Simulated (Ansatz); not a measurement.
# Ansatz run on AlCo

System: AlCo (CsCl type, first atom moved by 0.06 Å along [111]), 2 atoms in the cell.

Ansatz input (lattice in Å, positions in fractions of it; a bare `kind: paw` takes the build's default datasets)
```yaml
crystal:
  lattice:
    - [2.85, 0.0, 0.0]
    - [0.0, 2.85, 0.0]
    - [0.0, 0.0, 2.85]
  atoms:
    - { symbol: Co, position: [0.0121547425, 0.0121547425, 0.0121547425] }
    - { symbol: Al, position: [0.5, 0.5, 0.5] }
kpoints:
  mp_grid: { grid: [4, 4, 4] }
hamiltonian:
  xc: hse06
  pseudopotentials: { kind: paw }
scf:
  occupations: { method: fermi_dirac, width: 0.1 }
output:
  forces: true
  stress: true
  eigenvalues: true
basis:
  ecutwfc: 480
```

Computed with HSE06, plane waves, PAW datasets (generated soft set 1) (Ansatz).

What the run gave

| Item | Value |
| --- | --- |
| Pressure | -6.27 GPa |
| Largest force | 0.424 eV/Å on Co1 and Al2 |
| Smearing term TS | 14.0 meV/atom |
| Valence electrons | 20 |
| Irreducible k-points | 13 |
| CPU time | of the order of 40 core-seconds on a shared host |

```
atom  Fx (eV/Å)  Fy (eV/Å)  Fz (eV/Å)
 Co1     -0.245     -0.245     -0.245
 Al2      0.245      0.245      0.245
```

Stress tensor in GPa, compression positive:
```
-6.27  0.21  0.21
 0.21 -6.27  0.21
 0.21  0.21 -6.27
```

The stress includes the program's correction for the finite plane-wave basis.

The k-mesh is coarse, so these values belong to this mesh and can lie far from the converged ones.
